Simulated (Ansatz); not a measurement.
BAs:
```
CELL_PARAMETERS angstrom
      3.36566     0.00000     0.00000
     -1.68283     2.91475     0.00000
      0.00000     0.00000     5.57519
ATOMIC_POSITIONS crystal
  B  0.66667 0.33333 0.99968
  B  0.33333 0.66667 0.49968
  As 0.66667 0.33333 0.62552
  As 0.33333 0.66667 0.12552
```

Relaxed with r²SCAN. Special points in fractions of this cell's reciprocal vectors: Γ (0.000, 0.000, 0.000); M (0.500, 0.000, 0.000); K (0.333, 0.333, 0.000); A (0.000, 0.000, 0.500); L (0.500, 0.000, 0.500); H (0.333, 0.333, 0.500).

**Question.** List the band energies nearest the valence-band maximum at these points for plane-wave PAW r²SCAN (Ansatz code).

**Answer.** In eV from the valence-band maximum; about four levels below and three above (degenerate sets whole), none deeper than 8.9 eV; points with the same levels are listed once.

| k | below | above |
|---|---|---|
| Γ | -2.21 -2.21 -0.40 0.00 0.00 | 2.43 2.88 2.88 |
| M | -6.47 -4.48 -4.15 -2.19 | 1.33 3.95 4.56 |
| K | -7.36 -5.03 -5.03 -4.78 | 1.55 6.65 6.65 |
| A | -1.35 -1.35 -1.35 -1.35 | 3.15 3.15 4.40 4.40 4.40 4.40 |
| L | -3.56 -3.56 -3.52 -3.52 | 1.98 1.98 3.03 3.03 |
| H | -6.36 -6.36 -3.00 -3.00 | 2.98 2.98 5.26 5.26 |

Space group P6_3mc (wurtzite). A made-up cell: these elements were put on the sites of a structure type; the Crystallography Open Database copy checked does not list it. It is not the phase usual at ambient conditions (space group No. 216). The cell was relaxed with r²SCAN under the symmetry of its start; its stability against distortions is not shown here. Scalar-relativistic: spin–orbit coupling is off unless named, which matters more the heavier the elements.

Potentials: the later of the program's two PAW sets.
